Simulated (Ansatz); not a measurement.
K (bcc (W type), space group No. 229) at seven volumes, PBE (plane waves, PAW; program Ansatz), scaled uniformly. One row is withheld.

| V (Å³/atom) | P (GPa) |
|---|---|
| 67.031 | 0.40 |
| 69.241 | 0.25 |
| 71.451 | ? |
| 73.661 | 0.00 |
| 75.870 | -0.10 |
| 78.080 | -0.19 |
| 80.290 | -0.26 |

Question: Fit the shown pressures and predict the withheld one.

Answer: P = (3/2)B₀(x^(7/2) − x^(5/2))[1 + (3/4)(B′ − 4)(x − 1)] with x = (V₀/V)^(2/3). Least squares on the six rows gives V₀ = 73.660 Å³/atom, B₀ = 3.6 GPa, B′ = 3.71. At V = 71.451, x = 1.0205 and P = 0.12 GPa. The run itself gave 0.12 GPa.

Space group Im-3m (bcc (W type)). The cell was relaxed with PBE under the symmetry of its start.

Potentials: the later of the program's two PAW sets.
